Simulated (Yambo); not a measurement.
GeS (space group Pnma, No. 62), G0W0@PBEsol in Yambo with this input:

```
rim_cut
gw0
dyson
el_el_corr
HF_and_locXC
ppa
em1d
RandQpts= 1000000
RandGvec= 1 Ry
EXXRLvcs= 78 Ry
VXCRLvcs= 312 Ry
Chimod= "HARTREE"
% BndsRnXp
 1 | 262 |
%
NGsBlkXp= 7 Ry
% LongDrXp
 1.0 | 1.0 | 1.0 |
%
PPAPntXp= 27.2114 eV
% GbndRnge
 1 | 262 |
%
GTermKind= "BG"
DysSolver= "n"
ExtendOut
```

On a 1×4×4 mesh, with wavefunctions cut at 78 Ry, the gap (Γ → Γ) is 1.632 eV and the valence edge shifts by -0.555 eV.

Q: What happens with this change: 3 Ry block?

A: The gap falls by 0.195 eV, to 1.437 eV; the shift of the valence edge becomes -0.219 eV. Neither run is shown to be the converged limit.

The standard potential for Ge keeps a d shell in the valence without the s and p states of that shell. In tests on such compounds this moved G0W0 gaps by up to about 0.9 eV, so absolute quasiparticle energies here are unreliable; differences between settings are what counts.

Spin-orbit coupling is not included.

Geometry relaxed with PBE+D3(BJ); primitive cell a = 10.676 Å, b = 3.689 Å, c = 4.345 Å, α = β = γ = 90.00°.

A shift is the quasiparticle energy of the state minus its PBEsol energy.
